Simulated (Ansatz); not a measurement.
## Optical constants of RbBeF3

All numbers below come from Ansatz, DFT PBEsol, scalar-relativistic, plane waves, PAW. Plane waves to 420 eV; Γ-centred k mesh 6×6×6; Gaussian smearing of 0.01 eV. No spin polarisation.

The cell, relaxed at this level:
```
CELL_PARAMETERS angstrom
3.79409 0.00000 0.00000
0.00000 3.79409 0.00000
0.00000 0.00000 3.79409
ATOMIC_POSITIONS crystal
Rb 0.00000 0.00000 0.00000
Be 0.50000 0.50000 0.50000
F 0.00000 0.50000 0.50000
F 0.50000 0.00000 0.50000
F 0.50000 0.50000 0.00000
```

The cell was built by swapping an element in a database structure (itself possibly hypothetical) and relaxing; it need not be the stable form of this composition.

Independent-particle response (no local fields, no excitons) on a 10×10×10 mesh, broadened by 0.1 eV. Light polarised along z.

(1) Tabulate n, κ, the reflectivity and the absorption coefficient against photon energy.

(2) Where is the highest local maximum of ε₂ between 0.3 and 12 eV?

(3) How do the static value and the gaps compare?

Answers

(1)
| E (eV) | n | κ | R | α (10⁵ cm⁻¹) |
| --- | --- | --- | --- | --- |
| 0.3 | 1.63 | 0.00 | 0.06 | 0.00 |
| 0.7 | 1.64 | 0.00 | 0.06 | 0.00 |
| 1.1 | 1.64 | 0.00 | 0.06 | 0.00 |
| 1.5 | 1.64 | 0.00 | 0.06 | 0.00 |
| 1.9 | 1.64 | 0.00 | 0.06 | 0.00 |
| 2.3 | 1.65 | 0.00 | 0.06 | 0.00 |
| 2.7 | 1.65 | 0.00 | 0.06 | 0.00 |
| 3.1 | 1.66 | 0.00 | 0.06 | 0.00 |
| 3.5 | 1.67 | 0.00 | 0.06 | 0.00 |
| 3.9 | 1.68 | 0.00 | 0.06 | 0.00 |
| 4.3 | 1.69 | 0.00 | 0.07 | 0.00 |
| 4.7 | 1.70 | 0.00 | 0.07 | 0.00 |
| 5.1 | 1.71 | 0.00 | 0.07 | 0.00 |
| 5.5 | 1.73 | 0.00 | 0.07 | 0.00 |
| 5.9 | 1.75 | 0.00 | 0.07 | 0.00 |
| 6.3 | 1.78 | 0.00 | 0.08 | 0.00 |
| 6.7 | 1.81 | 0.00 | 0.08 | 0.00 |
| 7.1 | 1.86 | 0.00 | 0.09 | 0.00 |
| 7.5 | 1.93 | 0.07 | 0.10 | 0.54 |
| 7.9 | 1.93 | 0.12 | 0.10 | 0.93 |
| 8.3 | 1.94 | 0.14 | 0.10 | 1.20 |
| 8.7 | 1.96 | 0.16 | 0.11 | 1.44 |
| 9.1 | 2.00 | 0.18 | 0.11 | 1.68 |
| 9.5 | 2.10 | 0.27 | 0.13 | 2.55 |
| 9.9 | 2.04 | 0.48 | 0.14 | 4.82 |
| 10.3 | 1.96 | 0.42 | 0.12 | 4.42 |
| 10.7 | 1.98 | 0.48 | 0.13 | 5.20 |
| 11.1 | 2.03 | 0.47 | 0.14 | 5.28 |
| 11.5 | 1.98 | 0.69 | 0.15 | 8.08 |
| 11.9 | 1.86 | 0.73 | 0.15 | 8.83 |

(2) At 11.8 eV, where ε₂ = 2.8.

(3) ε₁(0) = 2.67; on the self-consistent k mesh the Kohn–Sham gap is 7.29 eV and the least direct gap 7.29 eV.

Symmetry holds off the tilts and polar distortions that many cubic perovskites undergo.